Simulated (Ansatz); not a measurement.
**A plane-wave run on LaGa2**

Input file of Ansatz 0.2.0:

```yaml
crystal:
  lattice:
    - [4.283826, 0.0, 0.0]
    - [-2.141913, 3.709902, 0.0]
    - [0.0, 0.0, 4.379022]
  atoms:
    - { symbol: Ga, position: [0.3333, 0.6667, 0.5] }
    - { symbol: Ga, position: [0.6666, 0.3333, 0.5] }
    - { symbol: La, position: [0.0, 0.0, 0.0] }
  symmetry: { tolerance: 0.0003 }
kpoints:
  mp_grid: { grid: [9, 9, 8], shift: [0, 0, 0] }
  band_path:
    path:
      - [0.0, 0.0, 0.0]
      - [0.50000001, -1.0e-08, 0.0]
      - [0.33333334, 0.33333332, 0.0]
      - [0.0, 0.0, 0.0]
      - [0.0, 0.0, 0.5]
      - [0.50000001, -1.0e-08, 0.5]
      - [0.33333334, 0.33333332, 0.5]
      - [0.0, 0.0, 0.5]
      - [0.50000001, -1.0e-08, 0.5]
      - [0.50000001, -1.0e-08, 0.0]
      - [0.33333334, 0.33333332, 0.5]
    npoints: 6
magnetization:
  spin_polarized: false
scf:
  occupations: { method: fermi_dirac, width: 0.113 }
  lower_state_search: "off"
  max_iter: 200
hamiltonian:
  pseudopotentials: { kind: paw }
  xc: r2scan
basis:
  ecutwfc: 500
  fft_grid_basis: typed
output:
  forces: true
  stress: true
  eigenvalues: true
  bader: true
  populations: true
  elf: true
  write_potential: true
  volumetric_format: npy
  dos:
    e_range: [-12, 8]
    de: 0.05
    projected: { site_lists: { Ga: [Ga], La: [La] } }
checkpoint:
  read: saved_state
```

The saved state is an earlier solution for the same cell, perhaps on another mesh. 

Excerpt of what it printed:

```
Warning: the atoms were moved onto the symmetric positions of the space group found under crystal.symmetry.tolerance 3.0e-4 (fractional; no operation is sought that the atoms, as they stand in a round, miss by more than twice it, and no atom is moved by as much as it), and the run uses the moved positions.
La: projections on atomic orbitals take those of the free atom [Kr 4d10] 4f0 5s2 5p6 5d1 6s2, of charge +0.00 (hamiltonian.pseudopotentials.projection_atoms); the dataset's partial waves leave at most 1.9e-5 of an orbital's norm unspanned inside its sphere
Pseudopotentials: kind: paw
Pseudopotential: Ga, paw, valence charge 13, recommended cutoff 500 eV (meta_gga), Ga.paw.azcp
Pseudopotential: La, paw, valence charge 11, recommended cutoff 500 eV (meta_gga), La.paw.azcp
Functional definition: r2SCAN
  exchange = r2scan_x(k0 = k0, k1 = k1, a1 = a1)
  correlation = r2scan_c
Crystal: 3 atoms, lattice volume = 69.594 Å³
Basis set: ecut = 500 eV, 1749 PW (Γ), exchange–correlation on 128×128×128 points (64 copies of the dense FFT grid, shifted against one another)
Bands: 23, of which v1, the nominal top of the filled ones, is band 19 counted from 1 (18 counted from 0)
Symmetry: 24 space group operations
Space group: P6/mmm (ITA 191), of the structure as read, at distance tolerance 1.2e-3 Å
k-points: 60 of 648
Initial density: read from a saved state, or passed on in memory by an earlier SCF of this step, an earlier step, the calling program or the single point that the run made first
Functional: x = r2scan, c = r2scan; τ floored in thin density (d = 2e-4 eV/Å³)
SCF iter   1: F=-13847.6831 eV  Δρ=8.79e-4  dr2=5.67e-4  dr2_τ=3.38e-4
SCF iter   2: F=-13847.6832 eV  Δρ=5.34e-4  dr2=3.07e-4  dr2_τ=6.28e-6
SCF iter   3: F=-13847.6833 eV  Δρ=1.42e-4  dr2=1.80e-5  dr2_τ=6.12e-7
SCF iter   4: F=-13847.6833 eV  Δρ=4.44e-5  dr2=1.51e-6  dr2_τ=5.20e-8
SCF iter   5: F=-13847.6833 eV  Δρ=1.57e-5  dr2=1.93e-7  dr2_τ=1.78e-9
SCF iter   6: F=-13847.6833 eV  Δρ=8.31e-6  dr2=3.51e-8  dr2_τ=7.40e-10
Free energy (F): -13847.6833 eV
Harris-Foulkes:  -13847.6833 eV  (|F-HF|=2.87e-8)
Internal energy: -13847.6249 eV  (E = F + TS)
E sigma→0 (E₀):  -13847.6541 eV
Entropy (-TS):   -0.0584 eV (-19.472 meV/atom)
Fermi energy:    10.8228 eV
--- Per-component energies (eV) ---
  E_band       = -94.9539
  E_kinetic    = 424.0057
  E_local      = -4348.9110  (includes V_loc(G=0)·N_el)
  E_nonlocal   = 941.2780
  E_hartree    = 2028.8701
  E_xc         = -259.0878
  E_vxc        = -282.6572  (∫ρ·V_xc dr)
  E_paw        = -9438.5409  (= ΣΔE_a)
  E_vpaw       = -901.1750  (= ΣTr[D̂ρ^β])
  E_aug_tail   =  0.0000  (compensation charges beyond the density's cutoff)
  E_vtau       = 14.7661  (kinetic-family band-sum trace: ∫τ·v_τ [+ j·A + Jᵃ·Aᵃ] dr)
  E_ewald      = -3194.0013
  E_core_change = -1.2376  (= ΣΔE_core)
  E_smearing   = -0.0584  (= −TS)
--- Stress (GPa, compression-positive) ---
        1.4870       0.0000       0.0000
        0.0000       1.4870       0.0000
        0.0000       0.0000       3.3334
  P = ⅓ Tr σ = 2.1025 GPa (21.025 kbar)
--- Löwdin populations: 3 sites ---
  site symbol       q [e]
     0     Ga     13.3096
     1     Ga     13.3096
     2     La     10.3497
  spilling = 0.0008 (of n_electrons = 37.0000)
--- Bader charges: 3 sites ---
  site symbol  charge [e]  shift [e]
     0     Ga     -0.7238     0.0000
     1     Ga     -0.7232     0.0000
     2     La      1.4470     0.0000
```

Origin: a database entry at a rescaled volume. Caveats: f levels without a U or exact exchange are poorly placed.
